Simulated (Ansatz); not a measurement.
**Question.** Name crystals whose computed values (the program Ansatz at the LDA level (PAW)) fall in these windows: electron conductivity mass (mₑ) 0.47 to 0.65; ε0 11 to 15; G_Hill (GPa) 30 to 38.

**Answer.** 

```tsv
crystal	electron conductivity mass (mₑ)	ε0	G_Hill (GPa)
MoS2, P6_3/mmc (Mo on 2b, S on 4f)	0.58	12.8	34.2
```
Others may fit too.

Not the usual ambient phase: MoS2, P6_3/mmc (Mo on 2b, S on 4f). Weakly bound layers, chains or molecules computed without a dispersion correction, so cells and soft constants are ill determined: MoS2, P6_3/mmc (Mo on 2b, S on 4f). The cell was relaxed under the symmetry of its start. Named crystals with no word on spin ran without spin polarisation. Scalar-relativistic: spin–orbit coupling is off unless named, which matters more the heavier the elements.

Potentials: the earlier of the program's two PAW sets. The files were generated under PBE; for other functionals the program regenerates the frozen cores, and for LDA and PBEsol the local potential too.
